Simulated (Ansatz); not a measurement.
Cs:
```yaml
crystal:
  lattice:
    - [-3.12185, 3.12185, 3.12185]
    - [3.12185, -3.12185, 3.12185]
    - [3.12185, 3.12185, -3.12185]
  atoms:
    - { symbol: Cs, position: [0.00000, 0.00000, 0.00000] }
```

Relaxed with r²SCAN+D4. Special points in fractions of this cell's reciprocal vectors: Γ (0.000, 0.000, 0.000); H (0.500, -0.500, 0.500); N (0.000, 0.000, 0.500); P (0.250, 0.250, 0.250).

Task: List the band energies nearest the Fermi level at these points for the program Ansatz at the r²SCAN+D4 level (PAW).

Result: In eV from the Fermi level; about four levels below and three above (degenerate sets whole), none deeper than 8.9 eV; points with the same levels are listed once.

```
k  below                     above
-  -----  ------------------------
Γ  -1.73            2.77 2.77 2.77
H      –  0.69 0.69 3.08 3.08 3.08
N      –            0.12 0.74 1.85
P      –            0.99 0.99 0.99
```

Space group Im-3m (bcc (W type)). The cell was relaxed with r²SCAN+D4 under the symmetry of its start. The pairwise dispersion correction was not fitted to metals. Spin–orbit coupling is left out wherever it is not named.

Potentials: the later of the program's two PAW sets.
